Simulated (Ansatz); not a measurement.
# Structures of Be₃Cd: which is lowest?

Plane-wave DFT in Ansatz with scalar-relativistic PAW potentials, cutoff 420 eV, Γ-centred meshes chosen by cell and gap, Gaussian smearing with energies taken to zero width. Every cell was relaxed (cell and atoms) in a run of its own, within the symmetry of its start. Functional: PBE.

Relaxed structures (starts from databases or built by putting these elements on another compound's sites):
A. Pm-3m, 4 atoms in the computed cell, a = 3.588 Å; sites (symmetry × multiplicity) Be 4/mm.m × 3, Cd m-3m × 1; start: built
B. I4/mmm, 4 atoms in the computed cell, a = 3.596 Å, c = 7.144 Å; sites (symmetry × multiplicity) Be -4m2 × 4 + 4/mmm × 2, Cd 4/mmm × 2; start: built
C. P6_3/mmc, 8 atoms in the computed cell, a = 5.408 Å, c = 3.675 Å; sites (symmetry × multiplicity) Be mm2 × 6, Cd -6m2 × 2; start: built

**Question.** Rank them by energy. Could pressure change the order?

**Answer.**
| structure | group | E − E(lowest) (meV/atom) | V (Å³/atom) | gap on mesh (eV) |
| --- | --- | --- | --- | --- |
| C | P6_3/mmc | 0.0 | 11.64 | 0.00 |
| B | I4/mmm | 175 | 11.55 | 0.00 |
| A | Pm-3m | 178 | 11.55 | 0.00 |

C is lowest, 175 meV/atom under B. The two lowest differ in volume by under 3 %, too little for a first-order estimate of what pressure does to that pair (other pairs aren't weighed here); with rigid cells even 3 % in favour of the higher one would need about 80 GPa. Other structures may lie lower than all of these, and vibrations aren't counted.